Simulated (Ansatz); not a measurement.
Pd: energy along a strain

Pd, Fm-3m, a = 3.890 Å (as given, not relaxed at this level: -2.2 GPa). Ansatz: PBEsol, PAW, 420 eV, Γ-centred 20×20×20 mesh on 1 atom, Gaussian smearing 0.15 eV; no spin polarisation. Cell vectors (Å): 0.000 1.945 1.945; 1.945 0.000 1.945; 1.945 1.945 0.000. The cell is strained by x per cent times the pattern (0 0 0 0 0 1) in the order xx yy zz yz xz xy (engineering shears), with fractional coordinates held. y is the free energy over the start, V0 = 14.714 Å³/atom. Symmetry makes y even in x. Points with a strain past 8.5 % were computed too (2) and aren't used here.

| x (%) | y (meV/atom) |
| --- | --- |
| -5.00 | 8.84 |
| 0.00 | 0.00 |
| 1.25 | 0.54 |
| 2.50 | 2.17 |
| 3.75 | 4.92 |
| 6.25 | ? |
| 7.50 | 20.50 |

**Question.** Fit y = c2 x² + c4 x⁴ to the other rows, get the stiffness along the pattern, and predict the missing energy.

**Answer.** Least squares on the rows shown. y = 0.34496 x² + 0.00034629 x⁴. The clamped-ion stiffness p·C·p = 2 × 3.450 eV × 160.2 / 14.714 Å³ = 75 GPa, which is C66 in these axes (C44 of the cubic crystal) (second derivative at the start, which stands under stress). At x = 6.25 the fit asked for gives 14.00 meV/atom. The run gave 14.01 meV/atom, so the fit is 0.01 meV/atom too low, a small miss on the scale of the series.